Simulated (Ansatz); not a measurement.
# Profile along the O–Ca line in CaO (rock salt)

CaO (rock salt), conventional cell a = b = c = 4.795 Å, α = β = γ = 90.00°. The calculation uses the primitive cell of 2 atoms, to which meshes and values per cell refer.

Fields along a shortest O–Ca line of a {100} plane (2.40 Å), from O to Ca, interpolated on the slice's grid (step about 0.1 Å). Method: r2SCAN (plane waves to 500 eV, PAW, scalar-relativistic; Ansatz, a first-principles code). k mesh 12×12×12. Inside the PAW spheres the values are not all-electron values, and peaks at nuclei hang on which shells count as valence. CaO was relaxed with its symmetry unable to fall.

| distance from O (Å) | valence electron density (e/Å³) | electron localisation function |
|---|---|---|
| 0.00 | 7.53 | x |
| 0.12 | 7.28 | x |
| 0.24 | 6.41 | x |
| 0.36 | 4.98 | x |
| 0.48 | 3.32 | x |
| 0.60 | 1.96 | 0.82 |
| 0.72 | 1.13 | 0.81 |
| 0.84 | 0.68 | 0.74 |
| 0.96 | 0.43 | 0.52 |
| 1.08 | 0.30 | 0.22 |
| 1.20 | 0.25 | 0.08 |
| 1.32 | 0.30 | 0.10 |
| 1.44 | 0.49 | 0.32 |
| 1.56 | 0.91 | 0.66 |
| 1.68 | 1.67 | 0.82 |
| 1.80 | 2.77 | 0.86 |
| 1.92 | 4.09 | x |
| 2.04 | 5.34 | x |
| 2.16 | 6.23 | x |
| 2.28 | 6.70 | x |
| 2.40 | 6.83 | x |

x: too close to a nucleus for the ELF to mean much.

Density on the O–Ca line (2.40 Å) at its midpoint: 0.25 e/Å³. ELF at that point: 0.08. Character of the O–Ca contact (rough rule: ELF there above 0.7 covalent, below 0.2 ionic, polar between): closed-shell (ionic).
